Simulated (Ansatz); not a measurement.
This guess for Zr2Si2C is about to be relaxed.

```cif
data_structure
_symmetry_space_group_name_H-M 'P 1'
_symmetry_Int_Tables_number 1
_cell_length_a 5.4114
_cell_length_b 5.4114
_cell_length_c 5.4114
_cell_angle_alpha 136.415
_cell_angle_beta 136.415
_cell_angle_gamma 63.340
_cell_volume 74.35
loop_
_atom_site_label
_atom_site_type_symbol
_atom_site_fract_x
_atom_site_fract_y
_atom_site_fract_z
_atom_site_occupancy
Zr1 Zr 0.37500 0.37500 0.00000 1
Zr2 Zr 0.62500 0.62500 0.00000 1
Si1 Si 0.75000 0.25000 0.50000 1
Si2 Si 0.25000 0.75000 0.50000 1
C1 C 0.00000 0.00000 0.00000 1
```

Method: Ansatz, DFT PBE, scalar-relativistic, plane waves, PAW. Cutoff 420 eV, Gaussian smearing, Γ-centred meshes. Cell and atoms relax first on a coarse mesh and then on a finer one. In between, the cell is made exact in the group found at 0.06 Å. In metals the finer mesh still leaves noise of several meV/atom or more. The steps can't lower the symmetry of their start. No spin polarisation in the relaxation; trial moments died out in a coarse test.

A guess keeps its type if space group and coordination stay and the shape of the cell changes little (axis ratios within about 15 %, angles within 6°); the volume may change.

Task: Does it keep its structure type, or change into something else?

Result: It doesn't keep its type. The symmetry stays I4/mmm (No. 139). The volume per atom grows by 5.3 %, from 14.9 to 15.7 Å³. The shortest distance goes from 2.30 Å (Zr–Zr) to 2.33 Å (Si–Si). The ratio c/a of the conventional cell changes by a factor of 1.90. Counting neighbours within 15 % of an atom's shortest distance, the start has C 18, Si 4, Zr 5 and the end C 8, Si 4, Zr 9. In detail, at the end around Zr lie 4 C at 2.70 Å, 1 Zr at 2.70 Å, 4 Si at 2.79 Å and 4 Zr at 3.30 Å; around Si lie 4 Si at 2.33 Å and 4 Zr at 2.79 Å; C has 8 Zr at 2.70 Å.

```xyz
5
Lattice="-1.6496 1.6496 7.1913 1.6496 -1.6496 7.1913 1.6496 1.6496 -7.1913" Properties=species:S:1:pos:R:3 pbc="T T T"
Zr    0.0000    0.0000    5.8398
Zr    0.0000    0.0000    8.5428
Si    0.0000    1.6496    3.5956
Si    1.6496    0.0000    3.5956
C     0.0000    0.0000    0.0000
```

Formation energies are uncorrected and refer to the elements' standard structures at the same level.

Task: At what energy does it end?

Result: −0.01 eV/atom. The formation energy is too near zero to say whether this cell lies below the elements.

The last run used a 16×16×16 mesh for its 5-atom cell and Gaussian smearing of 0.10 eV. For metals, differences of a few meV/atom aren't resolved. The reference form of C is held partly by dispersion forces, which this level lacks. Symmetry constrained the relaxation, so the result can be a saddle point. Another cell of Zr2Si2C relaxed alike, in P-3m1, lies 0.67 eV/atom lower, so this cell isn't the stable form at this level.
